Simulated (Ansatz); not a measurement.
Ba2PdO3 in space group Immm (No. 71; Ba on 4i, Pd on 2a, O on 4i, O on 2d), PBE in the plane-wave PAW code Ansatz, all energies at zero smearing, with the estimated change up to a 700 eV cutoff added, with one set of potentials and settings (totals compare only within such a set). Cell of 6 atoms (2 Ba, 1 Pd, 3 O): -20578.672 eV.

```tsv
element	reference phase	E (eV/atom)
Ba	Im-3m, 1 atoms in the cell	-5949.5401
Pd	Fm-3m, 1 atoms in the cell	-6972.8544
O	C2/m, 4 atoms in the cell, spin-polarised	-565.0000
```

Formation energy per atom, worked out: (-20578.672 − 2×(-5949.5401) − 1×(-6972.8544) − 3×(-565.0000))/6 = -1.956 eV/atom (-189 kJ per mol of atoms), at 0 K, without zero-point energy or fitted corrections.

The first step of the workflow began from a Materials Project structure, measured or hypothetical; the Crystallography Open Database files this formula in space group No. 71, but the cells were not matched. Its standing as an ambient phase is unchecked. The PBE relaxation kept the symmetry of its start; whether a distortion lowers the energy is not shown. The run is not spin-polarised. The references are the lowest solids computed at this level, not always the standard phases (solids in place of the gases). Scalar-relativistic: spin–orbit coupling is off unless named, which matters more the heavier the elements.

Potentials: the later of the program's two PAW sets.
